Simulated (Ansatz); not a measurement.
RbP$_{2}$Rh$_{2}$ in space group I4/mmm (No. 139; Rb on 2a, P on 4e, Rh on 4d), DFT-r²SCAN in the program Ansatz with PAW potentials, all energies at zero smearing, with the estimated change up to a 700 eV cutoff added, with one set of potentials and settings (totals compare only within such a set). Cell of 5 atoms (1 Rb, 2 P, 2 Rh): -17631.143 eV.

```tsv
element	reference phase	E (eV/atom)
Rb	Cmcm, 2 atoms in the cell	-3278.0015
P	Cmce, 4 atoms in the cell	-759.1646
Rh	Fm-3m, 1 atoms in the cell	-6415.2735
```

Formation energy per atom, worked out: (-17631.143 − 1×(-3278.0015) − 2×(-759.1646) − 2×(-6415.2735))/5 = -0.853 eV/atom (-82 kJ per mol of atoms), at 0 K, without zero-point energy or fitted corrections.

The workflow started from a Materials Project entry (that database holds measured and hypothetical structures alike); the Crystallography Open Database copy checked does not list it. Whether it is the stable phase at ambient conditions was not checked. The r²SCAN relaxation kept the symmetry of its start; whether a distortion lowers the energy is not shown. No spin polarisation was allowed. The references are the lowest solids computed at this level, not always the standard phases.

Potentials: the later of the program's two PAW sets.
